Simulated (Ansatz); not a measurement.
GaPd$_{3}$N:
```
GaPd3N
1.0
    4.08506     0.00000     0.00000
    0.00000     4.08506     0.00000
    0.00000     0.00000     4.08506
Ga Pd N
1 3 1
Direct
  0.00000   0.00000   0.00000
  0.00000   0.50000   0.50000
  0.50000   0.00000   0.50000
  0.50000   0.50000   0.00000
  0.50000   0.50000   0.50000
```

Relaxed with PBEsol. Special points in fractions of this cell's reciprocal vectors: Γ (0.000, 0.000, 0.000); X (0.000, 0.500, 0.000); M (0.500, 0.500, 0.000); R (0.500, 0.500, 0.500).

Question: List the band energies nearest the Fermi level at these points for PBEsol (plane waves, PAW; program Ansatz).

Answer: In eV from the Fermi level; about four levels below and three above (degenerate sets whole), none deeper than 8.9 eV; points with the same levels are listed once.

```json
[
 {"k": "Γ", "below": "-1.18 -1.17 -1.17 -1.17", "above": "0.70 1.28 1.28 1.28"},
 {"k": "X", "below": "-2.07 -1.17 -1.09 -1.09", "above": "0.85 1.19 3.70 3.70"},
 {"k": "M", "below": "-1.68 -0.50 -0.50 -0.28", "above": "2.61 3.70 3.70"},
 {"k": "R", "below": "-2.12 -2.12 -2.12 -1.32 -1.32 -1.32", "above": "0.09 1.27 1.27 1.27"}
]
```

Space group Pm-3m (anti-perovskite). The start of the workflow was typed in or built on a structure type; neither database checked (COD, Materials Project) lists it. Its standing as an ambient phase is unchecked. The cell was relaxed with PBEsol under the symmetry of its start. At this level the phase is dynamically unstable (imaginary phonons). No spin polarisation was allowed. Spin–orbit coupling is left out wherever it is not named.

Potentials: the earlier of the program's two PAW sets. The files were generated under PBE; for other functionals the program regenerates the frozen cores, and for LDA and PBEsol the local potential too.
